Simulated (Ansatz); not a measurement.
The relaxed structure here is a generated cell of SnS: the first start was made by placing the elements on the sites of a structure type, and the end was not matched to a known phase here, so it may be hypothetical. Known forms of SnS include space group No. 62.

The end point of a relaxation of SnS. Space group Imm2 (No. 44). The numbers are results of PBE (plane waves to 420 eV, PAW, scalar-relativistic; Ansatz, an electronic-structure program), not measurements.

```cif
data_SSn
_chemical_formula_sum 'S1 Sn1'
_space_group_name_H-M_alt 'P 1'
_space_group_IT_number 1
_cell_length_a 4.14935
_cell_length_b 4.14935
_cell_length_c 4.14935
_cell_angle_alpha 120.457
_cell_angle_beta 90.225
_cell_angle_gamma 119.287
loop_
_space_group_symop_operation_xyz
  'x, y, z'
loop_
_atom_site_label
_atom_site_type_symbol
_atom_site_fract_x
_atom_site_fract_y
_atom_site_fract_z
_atom_site_occupancy
S1 S 0.06137 0.06137 0.00000 1
Sn1 Sn 0.51363 0.01363 0.50000 1
```

| Quantity | Value |
|---|---|
| Volume per atom | 25.30 Å³ |
| Density | 4.95 g/cm³ |
| Band gap | 0.39 eV, direct at T (no spin-orbit coupling) |
| Shortest distances | S–Sn 2.80 Å |
| k-mesh | 11×11×11 |

Band energies at high-symmetry points (eV from the VBM; labels of this space group; no spin-orbit coupling), from −5 eV up to 5.1 eV:

| point | energies |
|---|---|
| Γ | -4.97 -2.56 -2.55 -2.53 4.29 4.29 4.60 |
| X | -3.84 -3.80 2.79 |
| F0 | -3.46 -2.57 2.90 3.63 4.73 |
| Σ0 | -3.46 -2.57 2.90 3.63 4.73 |
| Λ0 | -3.44 -2.56 2.84 3.72 4.78 |
| G0 | -3.44 -2.56 2.84 3.72 4.78 |
| R | -3.85 -3.82 2.94 |
| W | -4.88 -4.84 -1.07 1.70 4.28 4.38 |

No spin polarisation in the result.

The run could not lose the symmetry of its start, so the end can be a saddle point.
